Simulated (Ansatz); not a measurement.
An Ansatz (a quantum-chemistry and plane-wave program) run. Input:

Ansatz 0.2 input:
```yaml
crystal:
  lattice:
    - [4.6724212107, 0.0, 0.0]
    - [0.0, 4.6724212107, 0.0]
    - [0.0, 0.0, 4.6724212107]
  atoms:
    - { symbol: Si, position: [0.1578591853, 0.3421408147, 0.6578591853] }
    - { symbol: Si, position: [0.3421408147, 0.6578591853, 0.1578591853] }
    - { symbol: Si, position: [0.6578591853, 0.1578591853, 0.3421408147] }
    - { symbol: Si, position: [0.8421408147, 0.8421408147, 0.8421408147] }
    - { symbol: Rh, position: [0.8474378344, 0.6525621656, 0.3474378344] }
    - { symbol: Rh, position: [0.6525621656, 0.3474378344, 0.8474378344] }
    - { symbol: Rh, position: [0.3474378344, 0.8474378344, 0.6525621656] }
    - { symbol: Rh, position: [0.1525621656, 0.1525621656, 0.1525621656] }
kpoints:
  mp_grid: { grid: [15, 15, 15] }
hamiltonian:
  xc: pbesol
  pseudopotentials: { kind: paw }
scf:
  occupations: { method: fermi_dirac, width: 0.1 }
elastic: { mode: relaxed_ion, stencil: two_point, amplitude: 0.005, f_tol: 0.0005 }
```

Output (shortened):

```
Pseudopotential: Si, paw, valence charge 4
Pseudopotential: Rh, paw, valence charge 17
Functional definition: PBEsol
Crystal: 8 atoms, lattice volume = 102.006 Å³
Basis set: ecut = 420 eV, 1935 PW (Γ), exchange–correlation on 64×64×64 points (8 copies of the dense FFT grid, shifted against one another)
Bands: 51, of which v1, the nominal top of the filled ones, is band 42 counted from 1 (41 counted from 0)
Symmetry: 12 space group operations
Space group: P213 (ITA 198), of the structure as read, at distance tolerance 4.7e-5 Å
k-points: 176 of 3375 (time reversal used)
SCF 1 converged in 11 iterations: F = -27848.051373 eV  dr2 = 4.02e-14
Crystal: 8 atoms, lattice volume = 101.496 Å³
Symmetry: 4 space group operations
k-points: 512 of 3375 (time reversal used)
SCF 2 converged in 11 iterations: F = -27848.048138 eV  dr2 = 5.09e-14
relax step   1: F+E_penalty+E_count = -27848.04813849 eV  Δ(F+E_penalty+E_count) = +0.000e0 eV  max|allowed force component| = 1.547e-2 eV/Å  Δτ_max = 0.0000 Å  (11 SCF iters, accepted)
Crystal: 8 atoms, lattice volume = 101.496 Å³
SCF 3 converged in 8 iterations: F = -27848.048215 eV  dr2 = 6.89e-14
relax step   2: F+E_penalty+E_count = -27848.04821467 eV  Δ(F+E_penalty+E_count) = -7.618e-5 eV  max|allowed force component| = 6.117e-3 eV/Å  Δτ_max = 0.0012 Å  (8 SCF iters, accepted)
Crystal: 8 atoms, lattice volume = 101.496 Å³
SCF 4 converged in 8 iterations: F = -27848.048237 eV  dr2 = 5.03e-14
relax step   3: F+E_penalty+E_count = -27848.04823691 eV  Δ(F+E_penalty+E_count) = -2.224e-5 eV  max|allowed force component| = 2.121e-3 eV/Å  Δτ_max = 0.0007 Å  (8 SCF iters, accepted)
Crystal: 8 atoms, lattice volume = 101.496 Å³
SCF 5 converged in 9 iterations: F = -27848.048241 eV  dr2 = 2.78e-15
relax step   4: F+E_penalty+E_count = -27848.04824097 eV  Δ(F+E_penalty+E_count) = -4.065e-6 eV  max|allowed force component| = 8.010e-5 eV/Å  Δτ_max = 0.0005 Å  (9 SCF iters, accepted)
Crystal: 8 atoms, lattice volume = 101.496 Å³
SCF 6 converged in 14 iterations: F = -27848.048241 eV  dr2 = 1.08e-18
Crystal: 8 atoms, lattice volume = 102.516 Å³
Basis set: ecut = 420 eV, 1999 PW (Γ), exchange–correlation on 64×64×64 points (8 copies of the dense FFT grid, shifted against one another)
SCF 7 converged in 11 iterations: F = -27848.048647 eV  dr2 = 3.05e-14
relax step   1: F+E_penalty+E_count = -27848.04864651 eV  Δ(F+E_penalty+E_count) = +0.000e0 eV  max|allowed force component| = 1.597e-2 eV/Å  Δτ_max = 0.0000 Å  (11 SCF iters, accepted)
Crystal: 8 atoms, lattice volume = 102.516 Å³
SCF 8 converged in 9 iterations: F = -27848.048751 eV  dr2 = 8.36e-15
relax step   2: F+E_penalty+E_count = -27848.04875150 eV  Δ(F+E_penalty+E_count) = -1.050e-4 eV  max|allowed force component| = 2.632e-3 eV/Å  Δτ_max = 0.0018 Å  (9 SCF iters, accepted)
Crystal: 8 atoms, lattice volume = 102.516 Å³
SCF 9 converged in 8 iterations: F = -27848.048754 eV  dr2 = 1.58e-14
relax step   3: F+E_penalty+E_count = -27848.04875388 eV  Δ(F+E_penalty+E_count) = -2.387e-6 eV  max|allowed force component| = 4.382e-4 eV/Å  Δτ_max = 0.0003 Å  (8 SCF iters, accepted)
Crystal: 8 atoms, lattice volume = 102.516 Å³
SCF 10 converged in 14 iterations: F = -27848.048754 eV  dr2 = 3.68e-18
Crystal: 8 atoms, lattice volume = 102.005 Å³
Basis set: ecut = 420 eV, 1963 PW (Γ), exchange–correlation on 64×64×64 points (8 copies of the dense FFT grid, shifted against one another)
Symmetry: 2 space group operations
k-points: 904 of 3375 (time reversal used)
SCF 11 converged in 11 iterations: F = -27848.050526 eV  dr2 = 7.85e-14
relax step   1: F+E_penalty+E_count = -27848.05052565 eV  Δ(F+E_penalty+E_count) = +0.000e0 eV  max|allowed force component| = 7.315e-3 eV/Å  Δτ_max = 0.0000 Å  (11 SCF iters, accepted)
Crystal: 8 atoms, lattice volume = 102.005 Å³
SCF 12 converged in 8 iterations: F = -27848.050548 eV  dr2 = 9.37e-14
relax step   2: F+E_penalty+E_count = -27848.05054769 eV  Δ(F+E_penalty+E_count) = -2.204e-5 eV  max|allowed force component| = 3.512e-3 eV/Å  Δτ_max = 0.0004 Å  (8 SCF iters, accepted)
Crystal: 8 atoms, lattice volume = 102.005 Å³
SCF 13 converged in 9 iterations: F = -27848.050555 eV  dr2 = 8.17e-15
relax step   3: F+E_penalty+E_count = -27848.05055519 eV  Δ(F+E_penalty+E_count) = -7.496e-6 eV  max|allowed force component| = 6.283e-4 eV/Å  Δτ_max = 0.0005 Å  (9 SCF iters, accepted)
Crystal: 8 atoms, lattice volume = 102.005 Å³
SCF 14 converged in 9 iterations: F = -27848.050555 eV  dr2 = 2.42e-14
relax step   4: F+E_penalty+E_count = -27848.05055527 eV  Δ(F+E_penalty+E_count) = -8.148e-8 eV  max|allowed force component| = 9.175e-5 eV/Å  Δτ_max = 0.0000 Å  (9 SCF iters, accepted)
Crystal: 8 atoms, lattice volume = 102.005 Å³
SCF 15 converged in 14 iterations: F = -27848.050555 eV  dr2 = 3.40e-18
Crystal: 8 atoms, lattice volume = 102.005 Å³
SCF 16 converged in 11 iterations: F = -27848.050526 eV  dr2 = 7.88e-14
relax step   1: F+E_penalty+E_count = -27848.05052565 eV  Δ(F+E_penalty+E_count) = +0.000e0 eV  max|allowed force component| = 7.315e-3 eV/Å  Δτ_max = 0.0000 Å  (11 SCF iters, accepted)
Crystal: 8 atoms, lattice volume = 102.005 Å³
SCF 17 converged in 9 iterations: F = -27848.050555 eV  dr2 = 2.17e-14
relax step   2: F+E_penalty+E_count = -27848.05055519 eV  Δ(F+E_penalty+E_count) = -2.954e-5 eV  max|allowed force component| = 5.223e-4 eV/Å  Δτ_max = 0.0009 Å  (9 SCF iters, accepted)
Crystal: 8 atoms, lattice volume = 102.005 Å³
SCF 18 converged in 8 iterations: F = -27848.050555 eV  dr2 = 8.31e-14
relax step   3: F+E_penalty+E_count = -27848.05055527 eV  Δ(F+E_penalty+E_count) = -7.916e-8 eV  max|allowed force component| = 1.160e-4 eV/Å  Δτ_max = 0.0001 Å  (8 SCF iters, accepted)
Crystal: 8 atoms, lattice volume = 102.005 Å³
SCF 19 converged in 14 iterations: F = -27848.050555 eV  dr2 = 3.05e-18
SCF converged after 11 iterations
Free energy (F): -27848.051373 eV
Harris-Foulkes:  -27848.051373 eV  (|F-HF|=3.64e-12)
Internal energy: -27848.010484 eV  (E = F + TS)
E sigma→0 (E₀):  -27848.030929 eV
Entropy (-TS):   -0.040889 eV (-5.111 meV/atom)
Fermi energy:    18.498833 eV
--- Per-component energies (eV) ---
  E_band       = -434.618425
  E_kinetic    = 2487.453413
  E_local      = -8370.452703  (includes V_loc(G=0)·N_el)
  E_nonlocal   = 1523.445261
  E_hartree    = 3171.682430
  E_xc         = -1114.524066
  E_vxc        = -1317.140076  (∫ρ·V_xc dr)
  E_paw        = -16093.707296  (= ΣΔE_a)
  E_vpaw       = -1101.292448  (= ΣTr[D̂ρ^β])
  E_aug_tail   = 0.003286  (compensation charges beyond the density's cutoff)
  E_ewald      = -9453.141851
  E_core_change = 1.231041  (= ΣΔE_core)
  E_smearing   = -0.040889  (= −TS)
  E_closure    = 0.000000  (closes the sum)
  Σ components = -27848.051373   (vs F -27848.051373, Δ=0.00e0)
--- Forces (eV/Å), atoms counted from 1 ---
  atom   1  Si    -0.00005988     0.00005988    -0.00005988
  atom   2  Si     0.00005988    -0.00005988    -0.00005988
  atom   3  Si    -0.00005988    -0.00005988     0.00005988
  atom   4  Si     0.00005988     0.00005988     0.00005988
  atom   5  Rh     0.00008971    -0.00008971     0.00008971
  atom   6  Rh    -0.00008971     0.00008971     0.00008971
  atom   7  Rh     0.00008971     0.00008971    -0.00008971
  atom   8  Rh    -0.00008971    -0.00008971    -0.00008971
  max |Σ_I F_I| component: 2.50e-16 eV/Å
--- Stress (GPa, compression-positive) ---
        0.065128       0.000000       0.000000
        0.000000       0.065128       0.000000
        0.000000       0.000000       0.065128
  P = ⅓ Tr σ = 0.0651 GPa (0.651 kbar)
--- Band table (eV; the first three rows and the last of 176) ---
  k-point 0: bands = ["-60.2835", "-60.2516", "-60.2516", "-60.2516", "-28.3423", "-28.3423", "-28.3423", "-28.2872", "-28.2872", "-28.2872", "-28.2131", "-28.1867", "-28.1867", "-28.1362", "-28.1362", "-28.1362", "5.4494", "9.6113", "9.6113", "9.6113", …
  k-point 1: bands = ["-60.2832", "-60.2535", "-60.2515", "-60.2502", "-28.3486", "-28.3429", "-28.3349", "-28.2977", "-28.2886", "-28.2754", "-28.2141", "-28.1863", "-28.1854", "-28.1375", "-28.1370", "-28.1355", "5.4815", "9.3836", "9.6233", "9.8109", …
  k-point 2: bands = ["-60.2824", "-60.2556", "-60.2513", "-60.2490", "-28.3535", "-28.3444", "-28.3272", "-28.3058", "-28.2926", "-28.2627", "-28.2170", "-28.1852", "-28.1818", "-28.1393", "-28.1392", "-28.1354", "5.5773", "9.1198", "9.6586", "9.9868", …
  k-point 175: bands = ["-60.2611", "-60.2609", "-60.2582", "-60.2580", "-28.3534", "-28.3528", "-28.3454", "-28.3447", "-28.2421", "-28.2404", "-28.2278", "-28.2261", "-28.1426", "-28.1416", "-28.1371", "-28.1362", "8.8755", "8.9267", "9.1476", "9.1927", …
--- Elastic constants: 2 strain directions × 2 members + reference (group order 12) ---
  dense FFT box of the reference and of every strained cell: 32×32×32
  strains applied: 11, 23; error gains: componentwise 1.00 (the most a stress slope's error grows in a printed constant), spectral 1.73 (1 for all six strains …
  C = ∂σ_k/∂η_j (tension-positive GPa; Voigt order 11 22 33 23 13 12):
       360.974    189.787    189.746      0.000      0.000      0.000
       189.746    360.974    189.787      0.000      0.000      0.000
       189.787    189.746    360.974      0.000      0.000      0.000
         0.000      0.000      0.000    102.349      0.000      0.000
         0.000      0.000      0.000      0.000    102.349      0.000
         0.000      0.000      0.000      0.000      0.000    102.349
  reference stress σ⁰ (GPa):     -0.065     -0.065     -0.065      0.000      0.000      0.000
  moduli (Voigt/Reuss/Hill, GPa): K = 246.84/246.84/246.84   G = 95.65/94.92/95.29   E = 253.27   ν = 0.329
  mechanically stable: yes (min eigenvalue of sym C = 102.35 GPa)
  strain η (Voigt 11):  stress-route row diagonal C_11 = 360.97 GPa, energy-path curvature d²(F+E_count+ΔE)/dδ²/Ω₀ = 360.98 GPa
         δ    σ_11 (GPa)             F (eV)   n_scf  n_hpsi   n_pw
    -5.000e-3      -1.9199      -27848.0482410      14  522118   2004   relax 4 steps, max|allowed force component| 8.01e-5 eV/Å
     5.000e-3       1.6899      -27848.0487539      14  521832   2022   relax 3 steps, max|allowed force component| 4.38e-4 eV/Å
  strain η (Voigt 23):  stress-route row diagonal C_44 = 102.35 GPa, energy-path curvature d²(F+E_count+ΔE)/dδ²/Ω₀ = 102.40 GPa
         δ    σ_23 (GPa)             F (eV)   n_scf  n_hpsi   n_pw
    -5.000e-3      -0.5117      -27848.0505553      14  921400   2014   relax 4 steps, max|allowed force component| 9.17e-5 eV/Å
     5.000e-3       0.5117      -27848.0505553      14  921171   2014   relax 3 steps, max|allowed force component| 1.16e-4 eV/Å
```

Cost: roughly 70 core-minutes on shared cores.

Space group P2_13. The first step of the workflow began from a Materials Project structure, measured or hypothetical; the Crystallography Open Database copy checked does not list it. COD files the formula under space group No. 14, so this cell is another polymorph or a model. Whether it is the stable phase at ambient conditions was not checked. The cell was relaxed with PBEsol under the symmetry of its start; whether a distortion lowers the energy is not shown. The run is not spin-polarised. As this level gives no gap, shear constants depend on the k-mesh and smearing (Fermi–Dirac, 0.1 eV here). Scalar-relativistic: spin–orbit coupling is off unless named, which matters more the heavier the elements.

Potentials: the later of the program's two PAW sets.

Ansatz is a plane-wave DFT program.
